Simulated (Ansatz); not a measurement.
A single-point calculation of a 6-atom cell of CaCdF4 built on the fluorite structure (relaxed group P4/mmm) with the plane-wave code Ansatz, at the level r2SCAN. The cell was relaxed beforehand with r2SCAN.

```yaml
crystal:
  lattice:
    - [3.8286744724, 0.0, 0.0]
    - [0.0, 3.8286744724, 0.0]
    - [0.0, 0.0, 5.4148610482]
  atoms:
    - { symbol: Cd, position: [0.0, 0.0, 0.0] }
    - { symbol: F, position: [0.0, 0.5, 0.750768484] }
    - { symbol: F, position: [0.0, 0.5, 0.249231516] }
    - { symbol: Ca, position: [0.5, 0.5, 0.5] }
    - { symbol: F, position: [0.5, 0.0, 0.249231516] }
    - { symbol: F, position: [0.5, 0.0, 0.750768484] }
kpoints:
  mp_grid: { grid: [6, 6, 6] }
  band_path:
    path:
      - [0.0, 0.0, 0.0]
      - [0.0, 0.5, 0.0]
      - [0.5, 0.5, 0.0]
      - [0.0, 0.0, 0.5]
      - [0.0, 0.5, 0.5]
      - [0.5, 0.5, 0.5]
    npoints: 1
hamiltonian:
  xc: r2scan
scf:
  occupations: { method: fixed }
  n_extra_bands: 5
output:
  forces: true
  stress: true
  eigenvalues: true
```

In the abridged output below, numbers in square brackets stand for lines, or ends of lines, that were taken out.
```
Pseudopotential: Cd, paw, valence charge 20, recommended cutoff 500 eV (meta_gga)
Pseudopotential: F, paw, valence charge 7, recommended cutoff 500 eV (meta_gga)
Pseudopotential: Ca, paw, valence charge 10, recommended cutoff 500 eV (meta_gga)
Functional definition: r2SCAN
Crystal: 6 atoms, lattice volume = 79.375 Å³
Basis set: ecut = 500 eV, 1963 PW (Γ)
Bands: 34, of which v1, the nominal top of the filled ones, is band 29 counted from 1 (28 counted from 0)
Symmetry: 16 space group operations
Space group: P4/mmm (ITA 123)
k-points: 40 of 216
NSCF: frozen V_eff on 6 k-points
SCF converged after 7 iterations
Free energy (F): -13337.483315 eV
[1]
--- Forces (eV/Å), atoms counted from 1 ---
  atom   1  Cd      0.00000      0.00000      0.00000
  atom   2  F       0.00000      0.00000      0.00019
  atom   3  F       0.00000      0.00000    -0.00019
  atom   4  Ca      0.00000      0.00000      0.00000
  atom   5  F       0.00000      0.00000    -0.00019
  atom   6  F       0.00000      0.00000      0.00019
--- Stress (GPa, compression-positive) ---
[2]
--- Band table (eV; the first three rows and the last of 40) ---
[3]
```

The rows of the band table are 0: (0, 0, 0) = Γ, 1: (0, 0, 1/6), 2: (0, 0, 1/3), 39: (-1/2, -1/2, -1/2) = A.

Question: Give the withheld lines. They hold the Fermi energy and the band table, the stress.

Answer:
```
[1]
Fermi energy:    4.567675 eV
[2]
        0.037357       0.000000       0.000000
        0.000000       0.037357       0.000000
        0.000000       0.000000       0.038605
  P = ⅓ Tr σ = 0.0378 GPa (0.378 kbar)
[3]
  k-point 0: bands = […, 3.7261, 3.7556, 3.7556, 4.0869, 4.3721, 4.3721, 9.5472, 13.4406, 14.6793, 15.5521, …]
  k-point 1: bands = […, 3.4933, 3.7472, 3.7472, 4.0770, 4.3441, 4.3441, 9.7948, 13.4551, 14.6780, 14.9687, …]
  k-point 2: bands = […, 3.1038, 3.7121, 3.7121, 4.0600, 4.2874, 4.2874, 10.3696, 13.1723, 14.2905, 14.6752, …]
  k-point 39: bands = […, 3.4614, 3.4614, 3.8372, 3.9743, 4.0123, 4.5677, 13.2716, 13.4192, 14.8048, 14.8048, …]
```
Only the leading digits can be foreseen; the rest is this run's record.

The r2SCAN gap is indirect, 4.98 eV (A to Γ), below the direct gap of 5.18 eV at Γ. The gap is the least over the mesh and the extra points. The mean stress is close to zero (0.04 GPa).

Run as `ansatz run input.yaml --threads 2 --pin off --max-ram 29491MiB --backend cpu --events-out ev --progress --plain --runs-dir out`. It took 6.6 s on 2 threads of AMD EPYC 7R13 Processor (Zen 3), with other jobs on the host, load about 0.8 per core; peak host memory 0.59 GiB.

All values are calculated for a non-magnetic cell, which may be hypothetical.

Spin-orbit coupling is left out.
